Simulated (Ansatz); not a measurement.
Ta$_{2}$O$_{5}$:
```
CELL_PARAMETERS angstrom
     -2.62344     2.62344     4.77641
      2.62344    -2.62344     4.77641
      2.62344     2.62344    -4.77641
ATOMIC_POSITIONS crystal
  Ta 0.19724 0.19724 0.00000
  Ta 0.80276 0.80276 0.00000
  O  0.00000 0.00000 0.00000
  O  0.50000 0.00000 0.00000
  O  0.00000 0.00000 0.50000
  O  0.00000 0.50000 0.00000
  O  0.50000 0.50000 0.50000
```

Relaxed with r²SCAN.

**Question.** Map the electron localisation function on the plane through (0.197, 0.197, 0.000) spanned by u = [1, 1, 0] and v = [1, -1, 0] in lattice vectors, from plane-wave PAW r²SCAN (Ansatz code).

**Answer.** x is the fraction of u, y of v (the angle between them is 90°; rows are the nearest grid lines); atoms in the plane: Ta at (0.00, 0.00), Ta at (0.50, 0.50), Ta at (0.11, 0.50), Ta at (0.61, 0.00), O at (0.30, 0.50), O at (0.80, 0.00), O at (0.05, 0.25), O at (0.55, 0.75), O at (0.05, 0.75), O at (0.55, 0.25).
```
|0299600000000000000099401672796259836720|
|7797200000000000000068878962699899825987|
|8863100000000000000025789841599999713898|
|2356765310000000134665322100257876300112|
|6899986420000000246899874210024553100236|
|9867998630000000258986799851000000014799|
|9746998520000000158974699863000000025899|
|9989997410011100036998899863100000025799|
|8886421001466642001267887642000000013578|
|4332332103788874102322344321000000012344|
|1478899516999997249988510000000000000001|
|4994017727963598267239950000000000000004|
|4994017727963598267239950000000000000004|
|1478899516999997249988510000000000000001|
|4332332103788874102322344321000000012344|
|8886421001466642001267887642000000013578|
|9989997410011100036998899863100000025799|
|9746998520000000158974699863000000025899|
|9867998630000000258986799851000000014799|
|6899986420000000246899874210024553100236|
|2356765310000000134665322100257876300112|
|8863100000000000000025789841599999713898|
|7797200000000000000068878962699899825987|
|0299600000000000000099401672796259836720|
```
Scale: ten equal steps from 0.000 (start of '0') to 0.827 (end of '9'), in the order '0123456789'; x runs from 0.000 to 1.00, y from 0.000 (bottom) to 1.00 (top).

The density is the valence pseudo-density with augmentation charge, so density and ELF within about 1 Å of a nucleus are not all-electron values.

Space group I4/mmm. The workflow started from a Materials Project entry (that database holds measured and hypothetical structures alike); the Crystallography Open Database copy checked does not list it. COD files the formula under space group No. 49, so this cell is another polymorph or a model. Its standing as an ambient phase is unchecked. Symmetry was held in the r²SCAN relaxation. At this level the phase is dynamically unstable (imaginary phonons). The run is not spin-polarised. Spin–orbit coupling is left out wherever it is not named.

Potentials: the later of the program's two PAW sets.
